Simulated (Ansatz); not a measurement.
Relaxed-ion elastic tensor of Rh (fcc (Cu type), space group No. 225) in GPa (Voigt order), DFT-PBE+D3(BJ) in the program Ansatz with PAW potentials; density 12.52 g/cm³, 13.65 Å³ per atom.

```
     1    2    3    4    5    6
-  ---  ---  ---  ---  ---  ---
1  448  198  198  0.0  0.0  0.0
2  198  448  198  0.0  0.0  0.0
3  198  198  448  0.0  0.0  0.0
4  0.0  0.0  0.0  205  0.0  0.0
5  0.0  0.0  0.0  0.0  205  0.0
6  0.0  0.0  0.0  0.0  0.0  205
```

### Question
Is the crystal mechanically stable?

### Answer
Yes: the smallest eigenvalue of C is 205 GPa.

### Question
Work out the Voigt, Reuss and Hill averages.

### Answer
K_V = 281, K_R = 281, K_H = 281; G_V = 173, G_R = 163, G_H = 168 GPa.

### Question
Give Young's modulus, Poisson's ratio, Pugh's ratio and the universal anisotropy index.

### Answer
E = 9KG/(3K + G) = 420 GPa; ν = 0.25; K/G = 1.67 (near the Pugh limit of 1.75, no verdict); A_U = 5G_V/G_R + K_V/K_R − 6 = 0.30.

### Question
Estimate the sound speeds and the Debye temperature.

### Answer
v_l = √((K + 4G/3)/ρ) = 6350 m/s, v_t = √(G/ρ) = 3660 m/s, mean 4070 m/s; Θ = (h/k)(3n/4πV)^(1/3) v_m = 507 K.

### Question
Give the Zener ratio and Young's modulus along [100], [110] and [111].

### Answer
A = 2C44/(C11 − C12) = 1.64; 1/E = S11 − 2(S11 − S12 − S44/2)Γ with Γ = 0, 1/4, 1/3 gives 326, 438, 495 GPa.

Space group Fm-3m (fcc (Cu type)). The PBE+D3(BJ) relaxation kept the symmetry of its start. The run is not spin-polarised. The pairwise dispersion correction was not fitted to metals. As this level gives no gap, shear constants depend on the k-mesh and smearing (Fermi–Dirac, 0.1 eV here). On the denser mesh and wider smearing of the elastic run this cell carries a stress of 0.4 GPa.

Potentials: the later of the program's two PAW sets.
